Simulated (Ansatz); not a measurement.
**Settings and field gradients in MoS2 with Ta replacing Mo**

Cell: a supercell of MoS2 (space group P6_3/mmc) built from an entry of the Crystallography Open Database (COD), with all atoms left at the host's positions.

Space group P-6m2 (No. 187); a = 6.3380, c = 12.3240 Å, γ = 120.00°.

```
site  Wyckoff  site symmetry       x       y       z
  Ta       1a           -6m2  0.0000  0.0000  0.0000
 Mo2       3j            mm2  0.0000  0.5000  0.0000
 Mo5       3k            mm2  0.1667  0.8333  0.5000
 Mo8       1f           -6m2  0.6667  0.3333  0.5000
  S9       2g            3m.  0.0000  0.0000  0.3730
 S10       6n            .m.  0.0000  0.5000  0.3730
 S13       6n            .m.  0.1667  0.8333  0.8730
 S16       2i            3m.  0.6667  0.3333  0.8730
```

One atom of each set is listed.

Reference run. Level of theory: DFT, PBE, plane waves and PAW, scalar-relativistic, 420 eV cutoff, Γ-centred 4×4×2 k-points, Fermi–Dirac smearing 0.01 eV, cell charge +1 (Ansatz 0.2.0).

It gives V_zz (10²¹ V/m²) Ta -21.1 (η 0.00), Mo2 -7.35 (η 0.49), S13 -5.24 (η 0.65), among others. Each of these runs changes the input as listed (caps on SCF iterations aside):

A. kpoints.mp_grid.grid: [4, 4, 2] → [1, 1, 1]
B. kpoints.mp_grid.grid: [4, 4, 2] → [2, 2, 1]

Question: How does each run end, and how far do the gradients move?

Answer: 

```tsv
run	Ta V_zz (η)	Mo2 V_zz (η)	S13 V_zz (η)	largest change of a gradient tensor, all atoms	note
A	1.03 (0.00)	1.39 (0.14)	-7.67 (0.68)	22	converged; a gap opens; mesh coarser than the reference's; on Mo2 the largest value lies along another axis
B	-19.27 (0.00)	-8.81 (0.53)	-5.32 (0.55)	1.80	converged; mesh coarser than the reference's
```

Run A moves them most, on Ta (V_zz from -21.1 to 1.03); against its own size the tensor moves most on S10 among sites above 0.3 (by 5.20, V_zz from -4.46 to -9.66). Run A holds the Γ point alone as its k-mesh, so its numbers aren't properties of the crystal.

On the reference run: The run isn't spin-polarised, and a state with spin may lie lower. The defect repeats with the cell of 24 atoms, so it feels its images: sites between two images don't show the values beside a lone defect, and zeros or small values of η there can come from the images' arrangement. Mo and S carry a gradient in the pure host already, so the values there aren't the defect's effect alone. A uniform background compensates the cell's charge. The defect cell has no gap above 0.1 eV on its mesh, so the values can hang on the smearing and the k-mesh. Without spin–orbit coupling the gradients at and beside Ta can be off by some per cent, at some sites by more. With these PAW files V_zz is typically within 2 to 3 % of all-electron values, but misses above 10 % occur on Ta. The neighbours have not yet relaxed around the defect (largest force 0.45 eV/Å), so a real crystal will differ.
